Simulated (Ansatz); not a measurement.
Values for one crystal, relaxed and computed with r²SCAN (plane waves, PAW; program Ansatz); other levels are named.

```yaml
volume_per_atom: 10.60 Å³
electronic_character: metallic (no gap)
Formation energy from the elements (no fitted shifts): -0.17 eV/atom
Density of states at the Fermi level: 0.54 states/eV per atom (mean over ±0.08 eV)
```

Task: Which of these materials gives this?
A) Fe11Si5, Pm-3m (Pearson symbol cP16)
B) YSi2Ir2, I4/mmm (Y on 2a, Si on 4e, Ir on 4d)
C) Ti5Si3, P6_3/mcm (Ti on 4d, Ti on 6g, Si on 6g)
D) SiRu2, Pnma (Si on 4c, Ru on 4c, Ru on 4c)

Result: A, Fe11Si5, Pm-3m (Pearson symbol cP16)

The first step of the workflow began from a Materials Project structure, measured or hypothetical; the Crystallography Open Database copy checked does not list it. Whether it is the stable phase at ambient conditions was not checked. The r²SCAN relaxation kept the symmetry of its start; its stability against distortions is not shown here. Magnetic state: ferromagnetic, the only order run, not a proven ground state. Other orbital occupations within this spin state were not tried. The references are the lowest solids computed at this level, not always the standard phases.

Potentials: the later of the program's two PAW sets.
